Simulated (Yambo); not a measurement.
A G0W0@PBE run in Yambo for SnO$_{2}$ (rutile, space group P4_2/mnm, No. 136) (2×2×4 Γ-centred k mesh, bands 9 to 220 and a 12 Ry block in the screening, 220 bands in G with the Bruneval-Gonze terminator, plasmon pole fitted at 27.2 eV) gives these matrix elements, in eV, at the band edges (Γ → Γ):

```tsv
state	E0	<Vxc>	<Σx>	<Σc(E0)>	Z
valence edge	0.000	-20.315	-26.186	4.957	0.779
conduction edge	1.031	-16.441	-12.387	-3.259	0.831
```

**Question.** Solve the linearised quasiparticle equation for both states, give the gap, and say how exchange and correlation each act on it.

**Answer.** E = E0 + Z(Σx + Σc − Vxc). Valence: 0.000 + 0.779 × (-26.186 + (4.957) − (-20.315)) = -0.71 eV. Conduction: 1.031 + 0.831 × (-12.387 + (-3.259) − (-16.441)) = 1.69 eV. The gap is 2.40 eV, against 1.03 eV in PBE. Replacing Vxc by bare exchange alone would open it by 9.92 eV; correlation takes back 8.22 eV of that, and Z scales what is left. Nearest settings tried, and what they do to the gap: 127 bands in G: +11 meV; 127 bands in W, 127 bands in G: +53 meV; 7 Ry block (177 vectors against 331): -112 meV. Not varied: mesh. So the settings aren't converged at that level. The k mesh is coarse. Spin-orbit splittings are left out.

Geometry relaxed with PBEsol; primitive cell a = 4.766 Å, b = 4.766 Å, c = 3.212 Å, α = 90.00°, β = 90.00°, γ = 90.00°.

The potentials are those of PseudoDojo's stringent table.
